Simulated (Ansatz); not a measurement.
# LaP: strain and displacement

```yaml
crystal:
  lattice:
    - [0.00000, 3.01250, 3.01250]
    - [3.01250, 0.00000, 3.01250]
    - [3.01250, 3.01250, 0.00000]
  atoms:
    - { symbol: La, position: [0.00000, 0.00000, 0.00000] }
    - { symbol: P, position: [0.50000, 0.50000, 0.50000] }
```

Atoms are numbered in the order listed.

The cell comes from COD entry 1538844, which wasn't checked; take it as a given geometry.

Spin–orbit coupling is left out, though it moves levels of the heavy atoms by tenths of an eV or more.

All numbers below come from Ansatz 0.2.0, DFT, LDA, all-electron LAPW, scalar-relativistic.

Sampling and basis: a Γ-centred 10×10×10 k mesh, Fermi–Dirac smearing of 0.03 eV, basis error target 1 meV/atom, no spin polarisation.

The unchanged cell is at -3.21 GPa.

In a metal, stresses and small energies carry noise from the k mesh.

x, y and z are the Cartesian axes of the cell as listed; fractional coordinates follow a strain, and an engineering shear is twice the off-diagonal strain component.

Q: One change gave: energy change under 1 meV/atom; stress change (xx, yy, zz, yz, xz, xy) 0.00, 0.00, 0.00, 0.33, 0.33, 0.33 GPa, compression positive. Which change was it?
A. equal xy, yz and zx engineering shear strains of +1 %
B. equal xy, yz and zx engineering shear strains of -1 %
C. equal xy, yz and zx engineering shear strains of -2 %
D. equal xy, yz and zx engineering shear strains of +2 %

A: B. For equal xy, yz and zx engineering shear strains of -2 %: energy change +3 meV/atom; stress change (xx, yy, zz, yz, xz, xy) -0.02, -0.02, -0.02, 0.64, 0.64, 0.64 GPa, compression positive. For equal xy, yz and zx engineering shear strains of +1 %: energy change under 1 meV/atom; stress change (xx, yy, zz, yz, xz, xy) 0.00, 0.00, 0.00, -0.34, -0.34, -0.34 GPa, compression positive. For equal xy, yz and zx engineering shear strains of +2 %: energy change +3 meV/atom; stress change (xx, yy, zz, yz, xz, xy) -0.02, -0.02, -0.02, -0.70, -0.70, -0.70 GPa, compression positive.
